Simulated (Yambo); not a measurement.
Yambo run on YO₂H (space group P2_1/m, No. 11). The wavefunctions are LDA (Quantum ESPRESSO, PseudoDojo norm-conserving, 84 Ry, without SOC) ones on a 4×4×2 mesh (24 occupied bands); a = 4.301 Å, b = 3.633 Å, c = 5.961 Å, α = 90.00°, β = 109.01°, γ = 90.00°.

Yambo input:

```
rim_cut
gw0
dyson
el_el_corr
HF_and_locXC
cohsex
em1s
RandQpts= 1000000
RandGvec= 1 Ry
EXXRLvcs= 84 Ry
VXCRLvcs= 336 Ry
Chimod= "HARTREE"
% BndsRnXs
 1 | 135 |
%
NGsBlkXs= 7 Ry
% LongDrXs
 1.0 | 1.0 | 1.0 |
%
ExtendOut
% QPkrange
 1 | 1 | 24 | 25 |
 2 | 2 | 24 | 24 |
%
```

k points by index: 1 = Γ, 2 = (0, 0, -0.5).

Table of the .qp output:

```
#    K-point    Band    Eo [eV]    E [eV]    E-Eo [eV]    Vxc [eV]    Vnlxc [eV]    Sc|Eo [eV]    Re(Z)    Im(Z)
#
    1    24    -0.063668    -2.598554    -2.534886    -19.61741    -24.77881    2.626519    1.000000    0.000000
    1    25    4.040913    4.166142    0.125230    -11.05587    -6.203106    -4.727534    1.000000    0.000000
    2    24    0.000000    -2.540975    -2.540975    -19.73138    -24.93244    2.660092    1.000000    0.000000
```
(The two width columns are left out.) Convergence of these settings isn't established.

Geometry of the Materials Project entry, not relaxed at this level.

The structure is a Materials Project entry; no match was found in the copy of COD used, and its stability was not checked.
